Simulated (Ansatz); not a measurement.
Crystals of one structure type (zinc blende) and one family of elements, relaxed and computed with HSE06 (plane waves, PAW; program Ansatz).

```csv
crystal,V (Å³/atom),B₀ by P(V) fit (GPa)
BN,5.81,404
AlN,10.40,212
GaN,11.38,198
BP,11.57,?
InP,25.69,69.4
InAs,28.48,58.3
GaSb,28.92,53.8
```

Question: Fit a straight line to ln B₀ against ln V and predict the withheld value.

Answer: Least squares on the 6 shown rows: ln B₀ = -1.25 × ln V + (8.259), with a scatter of 5 %. For BP this gives 181. The run itself gave 174, within the scatter.

All cells were relaxed under the symmetry of their starts (and spin orders); stability against distortions was not tested throughout. Scalar-relativistic: spin–orbit coupling is off unless named, which matters more the heavier the elements.

Potentials: the later of the program's two PAW sets.
